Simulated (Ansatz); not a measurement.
## Structure relaxation, LiAgF4

The start is a relaxed LiAgF4 cell shaken by Gaussian noise of σ = 0.08 Å a coordinate. Cell shape, volume and atoms are optimised at zero target pressure with r2SCAN (plane waves to 500 eV, PAW, scalar-relativistic; Ansatz, a program for electronic structure). The first steps use a coarse 4×4×4 k-mesh.

Input geometry:
```
CELL_PARAMETERS angstrom
      5.42983    -2.94350     0.00000
      5.42983     2.94350     0.00000
     -1.88360     0.00000     4.48998
ATOMIC_POSITIONS crystal
  Li 0.82557 0.18422 0.74300
  Li 0.19214 0.82582 0.27304
  Ag 0.99434 0.49091 0.49632
  Ag 0.49731 0.00343 0.00108
  F  0.79060 0.49729 0.70427
  F  0.24747 0.51420 0.34658
  F  0.47462 0.23257 0.80371
  F  0.49770 0.76505 0.15507
  F  0.96666 0.82329 0.81075
  F  0.02245 0.18397 0.16746
  F  0.22313 0.01558 0.65937
  F  0.80122 0.97680 0.33536
```

Q: Which atoms feel the largest initial force, and how large is it?

A: 4.03 eV/Å, on Ag3 (atoms numbered as listed).

Q: By how much does the energy per atom fall from start to end?

A: 65 meV/atom.

Q: Is the parent structure recovered?

A: It returns to the parent structure, C2/c (No. 15).

Q: How do the shortest distances between atoms change?

A: The closest pairs of elements (up to four, under 3.6 Å), start → end: Ag–F 1.84 → 1.93 Å; F–Li 1.86 → 1.97 Å; F–F 2.36 → 2.62 Å; Li–Li 3.14 → 3.15 Å.

Q: What band gap does the relaxed structure have at this level?

A: 1.79 eV, indirect (valence top at Y2, conduction bottom at Γ) (no spin-orbit coupling).

Relaxed structure:

```cif
data_Ag4F16Li4
_chemical_formula_sum 'Li4 Ag4 F16'
_space_group_name_H-M_alt 'C2/c'
_space_group_IT_number 15
_space_group_name_Hall '-C 2yc'
_cell_length_a 10.85960
_cell_length_b 5.88701
_cell_length_c 4.86940
_cell_angle_alpha 90.000
_cell_angle_beta 112.757
_cell_angle_gamma 90.000
loop_
_atom_site_label
_atom_site_type_symbol
_atom_site_symmetry_multiplicity
_atom_site_Wyckoff_symbol
_atom_site_fract_x
_atom_site_fract_y
_atom_site_fract_z
_atom_site_occupancy
Li1 Li 4 e 0.00000 0.16969 0.25000 1
Ag1 Ag 4 c 0.25000 0.25000 0.00000 1
F1 F 8 f 0.13031 0.36561 0.17301 1
F2 F 8 f 0.10871 0.10341 0.67495 1
```
(The calculation used a cell of 12 atoms; values per cell refer to that cell.)

Final values are on a 5×5×6 k-mesh of the relaxed cell. No spin polarisation in the result.

The cell that was disturbed is our relaxation of an entry of Materials Project.
